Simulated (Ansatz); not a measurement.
Ansatz input

```yaml
crystal:
  lattice:
    - [2.4443633855, 0.0, 0.0]
    - [-1.2221816928, 2.116880788, 0.0]
    - [0.0, 0.0, 8.6137015359]
  atoms:
    - { symbol: Cr, position: [0.0, 1.0, 0.0], spin: 1.5 }
    - { symbol: Cr, position: [0.0, 1.0, 0.5], spin: 1.5 }
    - { symbol: Cr, position: [0.3333333333, 0.6666666667, 0.25], spin: -1.5 }
    - { symbol: Cr, position: [0.6666666667, 0.3333333333, 0.75], spin: -1.5 }
hamiltonian:
  xc: lda
  pseudopotentials:
    kind: paw
    azcp:
      Cr: "pseudopotentials/Cr.paw.azcp"
basis:
  ecutwfc: 420
  fft_grid_basis: typed
kpoints:
  mp_grid: { grid: [19, 19, 5], shift: [0, 0, 0] }
magnetization:
  spin_polarized: true
scf:
  occupations: { method: fermi_dirac, width: 0.05 }
```

Output

```
Warning: the record states the generating functional pbe (its physics header spells it `PBE`), which answers neither for hamiltonian.xc's functional nor for the lda family's — results may be inconsistent (PPs are generated against a specific XC)
Engine: ansatz 0.2.0, x86_64-unknown-linux-gnu
Pseudopotentials: kind: paw
Pseudopotential: Cr, paw, valence charge 14, recommended cutoff 420 eV (normal) 
Functional definition: SPW92
  exchange = slater_x
  correlation = pw_c
Crystal: 4 atoms, lattice volume = 44.571 Å³
Basis set: ecut = 420 eV, 827 PW (Γ)
Bands: 38, of which v1, the nominal top of the filled ones, is band 28 counted from 1 (27 counted from 0)
Symmetry: 24 space group operations
Space group: P63/mmc (ITA 194), of the structure as read, at distance tolerance 3.5e-5 Å
Magnetic group: BNS 194.263 (UNI 1493), of the structure as read, at distance tolerance 3.5e-5 Å
k-points: 120 of 1805
Non-local potential: Cr, projectors of the file, l = 0: 3, l = 1: 2, l = 2: 3, l = 3: 1
PAW form: soft (Blöchl's): semilocal exchange-correlation on the pseudo side does not see the compensation charge
PAW frozen core: Cr, regenerated for the run's functional, and the local potential with it (the file was generated under x = pbe(κ = 0.804, μ = 0.2195149727645171), c = pbe(β = 0.06672455060314922))
PAW one-centre angular grid: Cr, 590 points (default); XC on 64 Gauss nodes
Initial density: superposition of atomic densities (chi_scale 0.1, normalization cell)
Starting moments: Σ|m| = 6 μB on 4 of 4 sites
Starting magnetic order: compensated ferrimagnet; no operation exchanges its spin sublattices
Initial wavefunctions: pseudopotential atomic-orbital guess
Functional: x = slater, c = lda
SCF iter   1: F=—  HF=-13302.420813 eV  |F-HF|=—  |Δ(HF+E_count)|=         —  Δρ=1.63e-1 (↑1.62e-1 ↓1.63e-1)  dr2=2.14e1  dr2_m=4.65e0  M=0.030 μB ∫|m|=0.723 μB  β_m=0.30  ethr=3.10e-3  ⟨swp⟩=3.4  Hψ=27484  notcnv=0  defer=1
Mixer restart at iter 1: flushing history
SCF iter   2: F=—  HF=-13293.846873 eV  |F-HF|=—  |Δ(HF+E_count)|=    8.57e0  Δρ=9.94e-2 (↑9.86e-2 ↓9.94e-2)  dr2=6.36e0  dr2_m=2.27e0  M=0.023 μB ∫|m|=0.704 μB  β_m=0.49  ethr=3.10e-3  ⟨swp⟩=2.2  Hψ=18770  notcnv=0  defer=486
SCF iter   3: F=—  HF=-13290.544381 eV  |F-HF|=—  |Δ(HF+E_count)|=    3.30e0  Δρ=2.73e-2 (↑2.73e-2 ↓2.69e-2)  dr2=9.52e-2  dr2_m=2.57e-1  M=0.012 μB ∫|m|=0.410 μB  β_m=0.69  ethr=3.10e-3  ⟨swp⟩=3.0  Hψ=18926  notcnv=0  defer=452
SCF iter   4: F=—  HF=-13290.632953 eV  |F-HF|=—  |Δ(HF+E_count)|=   8.86e-2  Δρ=5.13e-3 (↑3.22e-3 ↓5.13e-3)  dr2=2.92e-3  dr2_m=6.60e-3  M=0.006 μB ∫|m|=0.085 μB  β_m=0.84  ethr=1.70e-4  ⟨swp⟩=2.8  Hψ=19392  notcnv=0  defer=342
SCF iter   5: F=—  HF=-13290.642611 eV  |F-HF|=—  |Δ(HF+E_count)|=   9.66e-3  Δρ=7.48e-3 (↑7.48e-3 ↓6.37e-3)  dr2=1.19e-1  dr2_m=1.35e-4  M=0.002 μB ∫|m|=0.011 μB  β_m=0.84  ethr=5.21e-6  ⟨swp⟩=2.8  Hψ=19470  notcnv=0  defer=342
...
SCF converged after 13 iterations
Magnetization: 0.0000 μB (28.0000 up, 28.0000 down)
Absolute magnetization: 0.0000 μB (∫|ρ↑−ρ↓|, with the PAW one-centre terms)
Spin contamination: 0.0000 ħ² per cell (⟨S²⟩ above its minimum at these occupations)
Per-site moments (μB) at R_I (Å): [(1.1765775541143177e-7, 1.0082998965369605), (1.1765775539397886e-7, 1.0082998965369605), (8.204676832978628e-8, 1.0082998965369605), (8.204676831881674e-8, 1.0082998965369605)]
Free energy (F): -13290.637933 eV
Harris-Foulkes:  -13290.637933 eV  (|F-HF|=3.64e-11)
Internal energy: -13290.586710 eV  (E = F + TS)
E sigma→0 (E₀):  -13290.612322 eV
Entropy (-TS):   -0.051222 eV (-12.806 meV/atom)
Fermi energy:    19.699213 eV
--- Per-component energies (eV) ---
  E_band       = -533.003114
  E_kinetic    = 1382.126439
  E_local      = -4617.154494  (includes V_loc(G=0)·N_el)
  E_nonlocal   = 337.274549
  E_hartree    = 2023.362560
  E_xc         = -558.370106
  E_vxc        = -716.318556  (∫ρ·V_xc dr)
  E_paw        = -4566.444014  (= ΣΔE_a)
  E_vpaw       = -965.657378  (= ΣTr[D̂ρ^β])
  E_aug_tail   = 0.001405  (compensation charges beyond the density's cutoff)
  E_ewald      = -7292.843549
  E_core_change = 1.460499  (= ΣΔE_core)
  E_smearing   = -0.051222  (= −TS)
  E_closure    = 0.000000  (closes the sum)
  Σ components = -13290.637933   (vs F -13290.637933, Δ=0.00e0)
--- Band table (eV; the first three rows and the last of 240) ---
  k-point 0 ↑: bands = ["-51.1981", "-51.1211", "-51.1012", "-51.0229", "-23.2699", "-22.8362", "-22.8270", "-22.3776", "-22.2563", "-22.2563", "-22.2230", "-22.2230", "-22.1988", "-22.1988", "-22.1652", "-22.1652", "11.9731", "14.0343", "14.0377", "15.4331", "18.0546", "18.0764", "18.5118", "19.1840", "19.1840", "19.2896", "19.2896", "19.4679", "19.4679", "19.5945", "19.5945", "19.7957", "20.9120", "20.9120", "21.3919", "21.3919", "21.6457", "21.6457"]
  k-point 1 ↑: bands = ["-51.1939", "-51.1397", "-51.0824", "-51.0272", "-23.2488", "-22.9687", "-22.6930", "-22.4002", "-22.2542", "-22.2542", "-22.2290", "-22.2290", "-22.1927", "-22.1927", "-22.1673", "-22.1673", "12.0702", "13.3909", "14.6383", "15.4099", "18.1191", "18.1726", "18.4767", "19.2006", "19.2006", "19.2965", "19.2965", "19.4570", "19.4570", "19.5704", "19.5704", "19.5759", "20.9493", "20.9493", "21.3114", "21.3114", "21.7379", "21.7379"]
  k-point 2 ↑: bands = ["-51.1818", "-51.1630", "-51.0588", "-51.0396", "-23.1874", "-23.0911", "-22.5667", "-22.4656", "-22.2483", "-22.2483", "-22.2393", "-22.2393", "-22.1823", "-22.1823", "-22.1733", "-22.1733", "12.3554", "12.8086", "15.0782", "15.3149", "18.2471", "18.3800", "18.5160", "19.0563", "19.2439", "19.2439", "19.2885", "19.2885", "19.4612", "19.4612", "19.5128", "19.5128", "21.0471", "21.0471", "21.1768", "21.1768", "21.8978", "21.8978"]
  k-point 119 ↓: bands = ["-50.8914", "-50.8909", "-50.8697", "-50.8693", "-23.0585", "-23.0487", "-23.0196", "-22.9889", "-22.9113", "-22.8893", "-22.8542", "-22.8278", "-22.5974", "-22.5728", "-22.5519", "-22.5384", "16.6734", "16.6888", "17.2059", "17.2934", "17.3702", "17.4481", "17.4821", "17.5245", "18.4959", "18.5320", "18.5543", "18.6380", "19.9592", "20.0035", "20.6643", "20.7251", "21.8231", "21.9777", "22.1645", "22.1794", "27.3486", "27.5225"]
```
